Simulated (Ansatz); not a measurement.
The calculation used Ansatz 0.2.0, DFT PBE, scalar-relativistic, plane waves, PAW. All cells share a 420 eV cutoff and Γ-centred k meshes spaced at most about 0.3 Å⁻¹ (about 0.25 or finer for metals, 2π included). No spin polarisation in the final relaxations.

These are static total energies at zero pressure. All come from trial cells, and lower structures may exist.

Problem. These unrelaxed guesses for IrRh₅ are each relaxed within their symmetry. Order them by the energy at which they end, lowest first.
A.

```
Ir Rh
1.0
     4.64717    0.00000    0.00000
    -2.32358    4.02457    0.00000
     0.00000    0.00000    4.38627
Ir Rh
1 5
Direct
  0.00000 0.00000 0.00000
  0.66667 0.33333 0.00000
  0.33333 0.66667 0.00000
  0.33333 0.00000 0.50000
  0.00000 0.33333 0.50000
  0.66667 0.66667 0.50000
```

B.

```
Ir Rh
1.0
     2.68404    0.00000    0.00000
     0.00000    2.68404    0.00000
     0.00000    0.00000   11.38742
Ir Rh
1 5
Direct
  0.00000 0.00000 0.00000
  0.00000 0.00000 0.66667
  0.50000 0.50000 0.83333
  0.50000 0.50000 0.16667
  0.00000 0.00000 0.33333
  0.50000 0.50000 0.50000
```

Solution. B (ends in P4/mmm, 0 meV/atom), A (ends in P-62m, 36 meV/atom).

These runs have no spin–orbit coupling, which can matter for Ir. With atoms moved at random, P4/mmm came back. Other cells relaxed within their symmetry can be saddle points. Some candidate types were left out of the draw beforehand, so a known form may be missing.
